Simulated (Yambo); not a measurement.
Consider the following.

```
CsCl
1.0
    3.94350     0.00000     0.00000
    0.00000     3.94350     0.00000
    0.00000     0.00000     3.94350
Cl Cs
1 1
Direct
  0.50000   0.50000   0.50000
  0.00000   0.00000   0.00000
```

Workflow: PBEsol (pw.x of Quantum ESPRESSO, ONCV potentials, scalar-relativistic), then G0W0 in Yambo (4×4×4 Γ-centred k mesh, 124 bands and a 8 Ry block in the screening, 124 bands in G with the Bruneval-Gonze terminator, plasmon pole fitted at 27.2 eV).

**Question.** Give the PBEsol and G0W0 gaps between the band edges found on this mesh, and say where the edges lie.

**Answer.** Edges: Γ → Γ. PBEsol: 5.08 eV; G0W0: 7.65 eV. Convergence of the G0W0 settings was not tested. 

Geometry strained from the cell relaxed with PBEsol, atoms relaxed again.
